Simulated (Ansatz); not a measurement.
The start is a relaxed Ti3Al cell deformed by the Cartesian strain tensor (xx, yy, zz, yz, xz, xy) = (0.060, -0.006, 0.110, 0.025, 0.011, -0.062). The cell and all atomic positions are relaxed at zero pressure with PBEsol (plane waves to 420 eV, PAW, scalar-relativistic; Ansatz, a program for electronic structure). First-step values are on the input's coarse k-mesh.

Ansatz input (later rounds restart from its end on a renewed k-mesh):
Ansatz 0.2 input:
```yaml
crystal:
  lattice:
    - [6.0284931413, -0.355453605, 0.0625598345]
    - [-3.3220784225, 5.0734845739, 0.0943154783]
    - [0.0506868986, 0.1175014467, 5.1147688555]
  atoms:
    - { symbol: Ti, position: [0.8303237386, 0.6606474773, 0.25] }
    - { symbol: Ti, position: [0.1696762614, 0.8303237386, 0.75] }
    - { symbol: Ti, position: [0.3393525227, 0.1696762614, 0.25] }
    - { symbol: Ti, position: [0.1696762614, 0.3393525227, 0.75] }
    - { symbol: Ti, position: [0.8303237386, 0.1696762614, 0.25] }
    - { symbol: Ti, position: [0.6606474773, 0.8303237386, 0.75] }
    - { symbol: Al, position: [0.3333333333, 0.6666666667, 0.25] }
    - { symbol: Al, position: [0.6666666667, 0.3333333333, 0.75] }
basis: { ecutwfc: 420, ecutrho_ratio: 4, xc_grid: 2, fft_grid_basis: typed }
kpoints: { mp_grid: { grid: [7, 7, 7] } }
hamiltonian:
  xc: pbesol
  dispersion: none
  pseudopotentials: { azcp: { folder: ./paw }, kind: paw }
scf: { occupations: { method: fermi_dirac, width: 0.05 } }
relax: { f_tol: 0.01, max_steps: 100, cell: { stress_tol: 0.02 } }
output: { forces: true, stress: true }
```

Problem. By how much does the energy per atom fall from start to end?

Solution. 0.24 eV/atom.

Problem. How does the volume per atom move from start to end?

Solution. -14.1 %, from 18.79 to 16.13 Å³/atom.

Problem. Does it find its way back to the structure it was made from?

Solution. It relaxes back to the parent, P6₃/mmc (No. 194).

Problem. How do the shortest distances between atoms change?

Solution. The closest pairs of elements (up to four, under 3.6 Å), start → end: Ti–Ti 2.67 → 2.79 Å; Al–Ti 2.72 → 2.81 Å.

Problem. Is the relaxed structure metallic? Give its gap.

Solution. No gap (metallic).

Final structure:

```cif
data_Al2Ti6
_chemical_formula_sum 'Ti6 Al2'
_space_group_name_H-M_alt 'P63/mmc'
_space_group_IT_number 194
_space_group_name_Hall '-P 6c 2c'
_cell_length_a 5.68725
_cell_length_b 5.68725
_cell_length_c 4.60768
_cell_angle_alpha 90.000
_cell_angle_beta 90.000
_cell_angle_gamma 120.000
loop_
_atom_site_label
_atom_site_type_symbol
_atom_site_symmetry_multiplicity
_atom_site_Wyckoff_symbol
_atom_site_fract_x
_atom_site_fract_y
_atom_site_fract_z
_atom_site_occupancy
Ti1 Ti 6 h 0.33936 0.16968 0.25000 1
Al1 Al 2 c 0.33333 0.66667 0.25000 1
```

Final values are on a 10×10×10 k-mesh of the relaxed cell. No spin polarisation in the result.

The run could not lose the symmetry of its start.
